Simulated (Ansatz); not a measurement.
Here is the system:

RbPbF3 (cubic perovskite, Pm-3m), a = b = c = 4.786 Å, α = β = γ = 90.00°.

This is the PBEsol-relaxed structure.

**Question.** All from plane-wave PAW PBEsol (Ansatz code), unless another level is named. Estimate the Bader charges.

**Answer.** Rb +0.91, Pb +1.51, F -0.81 e.

**Question.** Next, the Born charges (a third of the trace)?

**Answer.** Rb +1.25, Pb +3.23, F -1.49 e.

**Question.** Give the electronic dielectric constant ε∞ (DFPT).

**Answer.** 2.92.

The first step of the workflow began from a Materials Project structure, measured or hypothetical; the Crystallography Open Database copy checked does not list it. Whether it is the stable phase at ambient conditions was not checked. Symmetry was held in the PBEsol relaxation; whether a distortion lowers the energy is not shown. Spin–orbit coupling is left out wherever it is not named.

Potentials: the later of the program's two PAW sets.
